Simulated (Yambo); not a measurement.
BeSe (zinc blende, space group F-43m, No. 216), G0W0@LDA in Yambo (6×6×6 mesh, plasmon pole; 10 Ry block, no terminator). The number N of bands in W and G is varied.

```tsv
N	x = 1/N	gap Γ → X (eV)	shift of the valence edge (eV)
29	0.03448	4.185	-0.846
44	0.02273	4.203	-1.065
60	0.01667	4.237	-1.187
79	0.01266	?	?
```

**Question.** Basis-set arguments suggest E = E∞ + A x. Fix A and E∞ from the two rows above the withheld one, predict the row at 79 bands, and test the form.

**Answer.** Gap: A = (4.237 − (4.203))/(0.01667 − 0.02273) = -5.61, E∞ = 4.331 eV, so 4.259 eV is predicted; the run gave 4.265 eV (miss 6 meV). The first two rows have slope -1.53, so the form doesn't hold yet over the whole range. Shift: A = (-1.187 − (-1.065))/(0.01667 − 0.02273) = 20.1, E∞ = -1.523 eV, so -1.268 eV is predicted; the run gave -1.268 eV (miss 0 meV). The first two rows have slope 18.6, within 15 % of that. The other settings are held fixed.

The standard potential for Se keeps a d shell in the valence without the s and p states of that shell. In tests on such compounds this moved G0W0 gaps by up to about 0.9 eV, so absolute quasiparticle energies here are unreliable; differences between settings are what counts.

Spin-orbit coupling is not included.

Geometry relaxed with LDA; primitive cell a = b = c = 3.5934 Å, α = β = γ = 60.00°.

A shift is the quasiparticle energy of the state minus its LDA energy.
